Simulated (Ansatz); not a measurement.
One stationary structure of SnO$_{2}$. Space group Pbca (No. 61). Method: PBEsol (plane waves to 420 eV, PAW, scalar-relativistic; Ansatz, a program for electronic structure).

```cif
data_O16Sn8
_chemical_formula_sum 'Sn8 O16'
_space_group_name_H-M_alt 'Pbca'
_space_group_IT_number 61
_space_group_name_Hall '-P 2ac 2ab'
_cell_length_a 5.49651
_cell_length_b 9.65769
_cell_length_c 5.75539
_cell_angle_alpha 90.000
_cell_angle_beta 90.000
_cell_angle_gamma 90.000
loop_
_space_group_symop_operation_xyz
  'x, y, z'
  '-x, -y, -z'
  '-x+1/2, -y, z+1/2'
  'x+1/2, y, -z+1/2'
  'x+1/2, -y+1/2, -z'
  '-x+1/2, y+1/2, z'
  '-x, y+1/2, -z+1/2'
  'x, -y+1/2, z+1/2'
loop_
_atom_site_label
_atom_site_type_symbol
_atom_site_symmetry_multiplicity
_atom_site_Wyckoff_symbol
_atom_site_fract_x
_atom_site_fract_y
_atom_site_fract_z
_atom_site_occupancy
Sn1 Sn 8 c 0.35906 0.13010 0.39688 1
O1 O 8 c 0.17031 0.01332 0.15684 1
O2 O 8 c 0.03183 0.23498 0.37810 1
```

Problem. What is the computed band gap (PBEsol)?

Solution. 1.21 eV, direct at Γ (no spin-orbit coupling).

No spin polarisation in the result.

The run could not lose the symmetry of its start.

The first start was generated by placing the elements on the sites of a structure type. Materials Project lists a structure of SnO2 in the same space group, Pbca (No. 61); the sites were not compared with it, nor with measured phases. Known forms of SnO2 include space group No. 136.
